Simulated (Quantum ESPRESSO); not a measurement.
## Kohn-Sham bands of BaGaSnH (P3m1)

```xyz
4
Lattice="4.6093 0.0000 0.0000 -2.3047 3.9918 0.0000 0.0000 0.0000 5.3981" Properties=species:S:1:pos:R:3 pbc="T T T"
Ba     2.3047    -1.3306    -0.0008
Ga     0.0000     0.0000     2.2310
Sn    -2.3047     1.3306    -2.4791
H      0.0000     0.0000     0.4848
```

Cell from Materials Project (mp-1018094), symmetrised, no further relaxation. COD (Crystallography Open Database) has an entry of this formula and space group (matched by these alone). Level: PBEsol, no spin polarisation, no spin-orbit coupling; pw.x of Quantum ESPRESSO at 64 Ry with PseudoDojo potentials, 6×6×6 k-points, Wannier90. Density: 12×12×6 mesh, cold smearing 0.01 Ry. Spin-orbit coupling is left out although heavy elements are present.

Energies are relative to the Fermi level; weights are on the orthonormalised atomic waves of the pseudopotential files, averaged over the group. 38 electrons a cell are treated as valence.

```tsv
bands	from (eV)	to (eV)	filling	weight on atomic waves
1	-27.80	-27.78	filled	…
2–6	-20.72	-20.62	filled	…
7–11	-14.75	-14.66	filled	…
12–14	-13.28	-12.85	filled	…
15–16	-9.10	-4.47	filled	…
```

Q: Which atomic shells make up each group?

A: 
- 1, weight on atomic waves: Ba 5s 95 %
- 2–6, weight on atomic waves: Sn 4d 100 %
- 7–11, weight on atomic waves: Ga 3d 99 %
- 12–14, weight on atomic waves: Ba 5p 95 %
- 15–16, weight on atomic waves: Sn 5s 31 %, Ga 4s 23 %, Ga 4p 15 %

No gap over 0.05 eV opens at the Fermi level at this level of theory; semilocal functionals close the gap of some real semiconductors.
